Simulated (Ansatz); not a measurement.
## Pd (Fm-3m) under several functionals

**What was measured.**

“Dislocation healing during hydrogen absorption and desorption in palladium”, 2022, arxiv:2204.14071 quotes, for a bulk crystal of Pd at 293.15 K: lattice constant a 3.8902 ± 0.0006 Å.

Plane-wave DFT in Ansatz with scalar-relativistic PAW potentials. The same structure was relaxed (cell and atoms, symmetry kept) in separate runs at each level. No spin polarisation.

```tsv
level	cutoff (eV)	k mesh	V (Å³/atom)	a (Å)
PBEsol	420	18×18×18	14.547	3.875
r2SCAN	500	18×18×18	14.915	3.907
PBE	420	18×18×18	15.317	3.942
```

Task: Where does LDA (420 eV, k mesh 18×18×18) fall?

Result: V (Å³/atom) 14.145, a (Å) 3.839. Its volume is the smallest of the set. The usual order of volumes, LDA < PBEsol < PBE, holds here (14.145, 14.547, 15.317 Å³/atom). As a rule LDA overbinds; PBEsol, built on the gradient expansion of slowly varying densities, lies between LDA and PBE; PBE's stronger gradient term for exchange weakens bonds. r2SCAN lies 2.6 % under PBE in volume.

For PBE: Measured lattice constant a of Pd: 3.8902 Å (293.15 K; quoted in “Dislocation healing during hydrogen absorption and desorption in palladium”, 2022, arxiv:2204.14071). This calculation gives 3.942 Å (+1.3 %). The calculations are for 0 K without zero-point motion.

Cost: 4 runs of about 0.92 core-minutes in all, on Intel Xeon Processor @ 2.70GHz, Intel Xeon 6975P-C (Granite Rapids) (shared hosts).